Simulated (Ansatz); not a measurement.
CuI:
```
CuI
1.0
    4.07025     0.00000     0.00000
    0.00000     4.07025     0.00000
    0.00000     0.00000     6.40496
Cu I
2 2
Direct
  0.50000   0.50000   0.00000
  0.00000   0.00000   0.00000
  0.50000   0.00000   0.26355
  0.00000   0.50000   0.73645
```

r²SCAN+D4 (plane waves, PAW; program Ansatz) gives a gap of 2.08 eV without spin–orbit coupling, maximum at Γ, minimum at Γ.

### Question
What happens when spin–orbit coupling is switched on?

### Answer
The gap falls by 0.19 eV, to 1.89 eV; maximum at Γ, minimum at Γ.

### Question
Give the electron effective mass with spin–orbit coupling.

### Answer
0.23, 0.23, 0.24 mₑ (principal values).

### Question
Give the hole effective mass with spin–orbit coupling.

### Answer
0.41, 0.41, 0.98 mₑ (principal values).

Space group P4/nmm. The first step of the workflow began from a Materials Project structure, measured or hypothetical; the Crystallography Open Database copy checked does not list it. It is not the phase usual at ambient conditions (space group No. 216). The r²SCAN+D4 relaxation kept the symmetry of its start; whether a distortion lowers the energy is not shown. The run is not spin-polarised.

Potentials: the later of the program's two PAW sets.
